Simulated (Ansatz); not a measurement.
ScAg$_{3}$:
```xyz
4
Lattice="4.2048 0.0000 0.0000 0.0000 4.2048 0.0000 0.0000 0.0000 4.2048" Properties=species:S:1:pos:R:3 pbc="T T T"
Ag     0.0000     2.1024     2.1024
Ag     2.1024     2.1024     0.0000
Ag     2.1024     0.0000     2.1024
Sc     0.0000     0.0000     0.0000
```

Relaxed with r²SCAN.

Q: Map the valence electron density (e/Å³), cut off at 6 on the plane through (0.000, 0.500, 0.500) spanned by u = [1, 1, 0] and v = [1, 0, 1] in lattice vectors, from r²SCAN in the plane-wave PAW code Ansatz.

A: x is the fraction of u, y of v (the angle between them is 60°; rows are the nearest grid lines); atoms in the plane: Ag at (0.00, 0.00), Ag at (0.00, 0.50), Ag at (0.50, 0.00), Sc at (0.50, 0.50).
```
|@@@@-      -@@@@@@@-      -@@@@|
|@@@@+.     .+@@@@@@+.     .+@@@|
|@@@@+:       :+@@@@+:       :+@|
|-+++-.        .-+++-.        .-|
| .::.           .::.           |
|                               |
|                               |
|                               |
|                          .::. |
|@+:        :+**+:        :+@@@@|
|@@+:       -*@@@*-       :+@@@@|
|@@@+.      :*@@@@*:      .+@@@@|
|@@@@+.      :*@@@@*:      .+@@@|
|@@@@+:       -*@@@*-       :+@@|
|@@@@+:        :+**+:        :+@|
| .::.                          |
|                               |
|                               |
|                               |
|           .::.           .::. |
|-.        .-+++-.        .-+++-|
|@+:       :+@@@@+:       :+@@@@|
|@@@+.     .+@@@@@@+.     .+@@@@|
|@@@@-      -@@@@@@@-      -@@@@|
```
Scale: ten equal steps from 0.130 (start of ' ') to 6.00 (end of '@'), in the order ' .:-=+*#%@'; x runs from 0.000 to 1.00, y from 0.000 (bottom) to 1.00 (top).

The density is the valence pseudo-density with augmentation charge, so density and ELF within about 1 Å of a nucleus are not all-electron values.

Space group Pm-3m (Cu3Au type). The start of the workflow was typed in or built on a structure type; neither database checked (COD, Materials Project) lists it. Whether it is the stable phase at ambient conditions was not checked. Symmetry was held in the r²SCAN relaxation; its stability against distortions is not shown here. The run is not spin-polarised.

Potentials: the earlier of the program's two PAW sets.
